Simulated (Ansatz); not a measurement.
A geometry of Ga2O3 away from equilibrium: step 11 of the relaxation of a generated cell, Ga2O3 built in the A-La2O3 structure type. Method: PBEsol (plane waves to 420 eV, PAW, scalar-relativistic; Ansatz, a program for electronic structure). Γ-centred k-mesh 8×8×5 on the run's cell (coarser than for final values), Fermi–Dirac smearing 0.05 eV.

```xyz
5
Lattice="3.0383 0.0000 0.0000 -1.5191 2.6312 0.0000 0.0000 0.0000 6.0587" Properties=species:S:1:pos:R:3:forces:R:3 pbc="T T T" free_energy=-9170.002 pressure_GPa=4.0
Ga     0.0000     1.7541     1.3542    0.0000    0.0000    0.0025
Ga     1.5191     0.8771     4.7045    0.0000    0.0000   -0.0025
O      0.0000     0.0000     0.0000    0.0000    0.0000    0.0000
O      0.0000     1.7541     4.0393    0.0000    0.0000    0.0192
O      1.5191     0.8771     2.0194    0.0000    0.0000   -0.0192
```

Positions in Å, forces in eV/Å, free energy of the cell in eV (comparable only within this code, potentials and settings). Largest force: 0.02 eV/Å, on O4, O5 (atoms numbered as listed); the geometry lies 0.03 eV/atom above the end of its relaxation.

No spin polarisation in the result.

The run could not lose the symmetry of its start, so the end can be a saddle point.

The end of the path is a generated cell of Ga2O3: the first start was made by placing the elements on the sites of a structure type, and the end was not matched to a known phase here, so it may be hypothetical. Known forms of Ga2O3 include space group No. 12, 167.
